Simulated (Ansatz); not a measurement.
Method: DFT PBE, scalar-relativistic, plane waves, PAW in Ansatz. The final run on the 3-atom cell used 420 eV, a Γ-centred 20×20×20 mesh, 0.10 eV smearing and no spin polarisation.

Energies over the elements count from the elements' standard structures at the same level, with no fitted energy shifts.

Task: Propose a candidate for a tetragonal metal with formula TaRu₂, with a formation energy near −0.05 eV/atom and about 16 Å³ per atom, in a cell of 3 atoms. Its symmetry should be I4/mmm (No. 139).

Result: TaRu₂, space group I4/mmm (No. 139). Around Ta lie 8 Ru at 2.66 Å, 4 Ta at 3.13 Å and 2 Ru at 3.31 Å; Ru is surrounded by 4 Ta at 2.66 Å, 5 Ru at 2.88–2.95 Å, 4 Ru at 3.13 Å and 1 Ta at 3.31 Å.

```cif
data_structure
_symmetry_space_group_name_H-M 'P 1'
_symmetry_Int_Tables_number 1
_cell_length_a 5.2774
_cell_length_b 5.2774
_cell_length_c 5.2774
_cell_angle_alpha 145.484
_cell_angle_beta 145.484
_cell_angle_gamma 49.614
_cell_volume 46.97
loop_
_atom_site_label
_atom_site_type_symbol
_atom_site_fract_x
_atom_site_fract_y
_atom_site_fract_z
_atom_site_occupancy
Ta1 Ta 0.00000 0.00000 0.00000 1
Ru1 Ru 0.65403 0.65403 0.00000 1
Ru2 Ru 0.34597 0.34597 0.00000 1
```

| Quantity | Value |
| --- | --- |
| Volume per atom | 15.66 Å³ |
| Density | 13.54 g/cm³ |
| Energy over the elements | −0.05 eV/atom |
| Gap on the 20×20×20 mesh of the 3-atom cell | 0 eV (a metal) |

The structure comes from a generated guess, relaxed at this level; another structure or a mixture of phases may lie lower. Other answers may fit too; this one was computed.

These runs have no spin–orbit coupling, which can matter for Ta. Symmetry constrained the relaxation, so the result can be a saddle point.
